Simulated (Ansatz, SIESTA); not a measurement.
Given: the input of a run of SIESTA 5.4.2 on Cd3Se. Atoms were shifted at random by some hundredths of an Å from the given cell, which wasn't relaxed again for these runs. The cell comes from a database or a generator and needn't be the stable form of this composition.

Contents of Cd3Se.fdf:

```
SystemName                      Cd3Se
SystemLabel                     Cd3Se
NumberOfSpecies                 2
NumberOfAtoms                   4
%block ChemicalSpeciesLabel
  1  48 Cd
  2  34 Se
%endblock ChemicalSpeciesLabel

LatticeConstant                 1.0 Ang
%block LatticeVectors
    -2.0409530000     2.0409530000     6.0870800000
     2.0409530000    -2.0409530000     6.0870800000
     2.0409530000     2.0409530000    -6.0870800000
%endblock LatticeVectors
AtomicCoordinatesFormat         Fractional
%block AtomicCoordinatesAndAtomicSpecies
     0.5021220000     0.5161140000     0.0205560000  1  Cd
     0.2557760000     0.7534970000     0.5022830000  1  Cd
     0.7477420000     0.2477530000     0.4918450000  1  Cd
     0.0123490000     0.0105730000     0.0210800000  2  Se
%endblock AtomicCoordinatesAndAtomicSpecies

%block kgrid.MonkhorstPack
    9   0   0  0.0
    0   9   0  0.0
    0   0   9  0.0
%endblock kgrid.MonkhorstPack
XC.Functional                   GGA
XC.Authors                      PBEsol
PAO.BasisSize                   DZP
PAO.EnergyShift                 0.003 Ry
Mesh.Cutoff                     800 Ry
OccupationFunction              FD
ElectronicTemperature           0.05 eV
MaxSCFIterations                120
SCF.MustConverge                false
SCF.Mixer.Method                Pulay
SCF.Mixer.Weight                0.25
SCF.Mixer.History               8
SCF.DM.Tolerance                5.0e-05
SCF.H.Tolerance                 1.0e-03 eV
WriteForces                     true
Charge.Mulliken                 end
%block PAO.Basis
  Cd 5
  n=4 0 2
    2.625 0.000
  n=5 0 2
    7.504 0.000
  n=4 1 2
    2.973 0.000
  n=5 1 1
    7.504
  n=4 2 2
    4.584 0.000
  Se 4
  n=4 0 2
    5.129 0.000
  n=4 1 2
    6.708 0.000
  n=3 2 2
    2.662 0.000
  n=4 2 1
    6.708
%endblock PAO.Basis
```

Potentials or basis: PseudoDojo 0.4 standard (PBEsol files), converted to PSML, two zetas on semicore shells, DZP (energy shift 0.003 Ry; two zetas on semicore shells).

Run with:

```console
$ siesta < Cd3Se.fdf > Cd3Se.out 2>&1
```

Task: Translate it to Ansatz 0.2.0. Potentials or basis there: all-electron LAPW, scalar-relativistic.

Result: As run (cutoffs and basis follow the program's own potentials, and thresholds, step limits or extra output files can differ):

The input input.yaml:

```yaml
crystal:
  lattice:
    - [-2.040953, 2.040953, 6.08708]
    - [2.040953, -2.040953, 6.08708]
    - [2.040953, 2.040953, -6.08708]
  atoms:
    - { symbol: Cd, position: [0.502122, 0.516114, 0.020556] }
    - { symbol: Cd, position: [0.255776, 0.753497, 0.502283] }
    - { symbol: Cd, position: [0.747742, 0.247753, 0.491845] }
    - { symbol: Se, position: [0.012349, 0.010573, 0.02108] }
kpoints:
  mp_grid: { grid: [9, 9, 9] }
scf:
  occupations: { method: fermi_dirac, width: 0.05 }
hamiltonian:
  xc: pbesol
  pseudopotentials: { kind: all_electron, lapw: { basis_error: 0.001 } }
output:
  forces: true
  stress: true
  eigenvalues: true
  populations: true
```

Potentials or basis: all-electron LAPW, scalar-relativistic.

The run is started by

```bash
$ ansatz run input.yaml --threads 2 --pin off --max-ram 8192MiB --backend cpu --events-out ev --progress --plain --runs-dir out
```

Both were run:

|  | SIESTA | Ansatz |
| --- | --- | --- |
| Pressure | -4.6 GPa | -3.7 GPa |

Where Ansatz's input types no cutoff or centring, it takes its own default and a Γ-centred mesh.

Pressure is positive in compression.
